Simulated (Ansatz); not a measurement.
Trial structure of BaBe6C3, not yet relaxed:

Space group Cmmm (No. 65). a = 5.476 Å, b = 12.652 Å, c = 4.851 Å, α = 90.00°, β = 90.00°, γ = 90.00°
```
atom  site  symmetry       x       y       z
  Ba    2d       mmm  0.0000  0.0000  0.5000
  Be    4f     ..2/m  0.2500  0.2500  0.5000
  Be    8n       m.. 0.0000  0.4110  0.2500
   C    4j       m2m  0.0000  0.3220  0.5000
   C    2b       mmm  0.5000  0.0000  0.0000
```

These are results of DFT PBE, scalar-relativistic, plane waves, PAW (Ansatz 0.2.0), not measurements. Cutoff 420 eV; k points 4×4×4 on the computed 10-atom cell (Γ-centred); Gaussian smearing, width 0.10 eV; no spin polarisation.

Formation energies are uncorrected and refer to the elements' standard structures at the same level.

Task: What does a single point on this coarse mesh give?

Result: The pressure is 0.1 GPa (the mean over three directions, positive in compression), the largest force is 0.34 eV/Å, and the energy is +0.26 eV/atom against the elements. The shortest distance is 1.64 Å.

Task: How much does it gain on relaxing, and where does it end?

Result: Relaxing gains under 0.1 eV/atom (the start's value is from the coarse mesh, so the gain is rough) in 17 ionic steps and ends at +0.22 eV/atom on the finer mesh. The symmetry stays Cmmm (No. 65). The volume per atom shrinks by 6.7 %, from 16.8 to 15.7 Å³. The shortest distance goes from 1.64 Å (Be–C) to 1.67 Å (Be–C). Conventional cell: a = 4.851 Å, b = 12.235 Å, c = 5.285 Å. Ba has 4 C at 3.09 Å and 12 Be at 3.14–3.29 Å; around Be on a site of symmetry 2/m lie 2 C at 1.67 Å, 2 Be at 2.43 Å, 4 Be at 2.67 Å and 2 Ba at 3.29 Å; around C on a site of symmetry m2m lie 4 Be at 1.67–1.68 Å and 2 Ba at 3.09 Å; 2 more sites not described.

The last run used an 8×8×8 mesh for its 10-atom cell and Gaussian smearing of 0.10 eV. The reference form of C is held partly by dispersion forces, which this level lacks. The relaxation can't lower the symmetry of the start. Symmetry constrained the relaxation, so the result can be a saddle point.
